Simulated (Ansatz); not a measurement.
Cr (dhcp): energy against volume

These are results of DFT, BLYP, plane waves (420 eV) with PAW, scalar-relativistic (Ansatz), not measurements. (PAW data from PBE, frozen cores regenerated.)

The cell is scaled uniformly from the relaxed one, with fractional coordinates and shape fixed. Energies are extrapolated to zero smearing, pressures are those at the given smearing. Magnetic state: non-magnetic.

A Birch-Murnaghan fit gives V₀ = 12.29 Å³/atom, B₀ = 216 GPa, B₀′ = 4.2.

(1) What are the energy above the minimum and the pressure at 11.315 Å³/atom?

(2) What are the energy above the minimum and the pressure at 12.790 Å³/atom?

(3) What are the energy above the minimum and the pressure at 13.282 Å³/atom?

## Answers

(1) 60.5 meV/atom and 21.43 GPa as computed.

(2) 12.7 meV/atom and -7.78 GPa as computed.

(3) 46.9 meV/atom and -14.08 GPa as computed.
